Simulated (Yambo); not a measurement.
Yambo run on YSF (space group P6_3/mmc, No. 194). The wavefunctions are PBEsol (Quantum ESPRESSO, PseudoDojo norm-conserving, 84 Ry, scalar-relativistic) ones on a 3×3×1 mesh (48 occupied bands); a = b = 4.0318 Å, c = 16.7198 Å, α = β = 90.00°, γ = 120.00°.

Yambo input:

```
rim_cut
gw0
dyson
el_el_corr
HF_and_locXC
ppa
em1d
RandQpts= 1000000
RandGvec= 1 Ry
EXXRLvcs= 84 Ry
VXCRLvcs= 336 Ry
Chimod= "HARTREE"
% BndsRnXp
 5 | 226 |
%
NGsBlkXp= 7 Ry
% LongDrXp
 1.0 | 1.0 | 1.0 |
%
PPAPntXp= 27.2114 eV
% GbndRnge
 1 | 226 |
%
GTermKind= "BG"
DysSolver= "n"
ExtendOut
% QPkrange
 1 | 1 | 48 | 48 |
 2 | 2 | 48 | 49 |
%
```

k points by index: 1 = Γ, 2 = (0, 0.333, 0).

Resulting energies as the program prints them:

```
#    K-point    Band    Eo [eV]    E [eV]    E-Eo [eV]    Vxc [eV]    Vnlxc [eV]    Sc|Eo [eV]    Sc|E [eV]    dSc/dw|Eo [eV]    Re(Z)    Im(Z)
#
    1    48    0.000000    -0.892531    -0.892531    -13.03899    -16.11062    1.946032    2.179097    -7.104790    0.792958    -0.001453
    2    48    -0.571883    -1.470631    -0.898748    -12.95817    -16.07782    1.989558    2.220903    -7.003645    0.795303    -0.001344
    2    49    2.650429    3.612447    0.962018    -11.19088    -6.228440    -3.790415    -4.000423    -5.939376    0.820835    -0.001407
```
(The two width columns are left out.) Convergence of these settings isn't established.

Geometry of the Materials Project entry, not relaxed at this level.
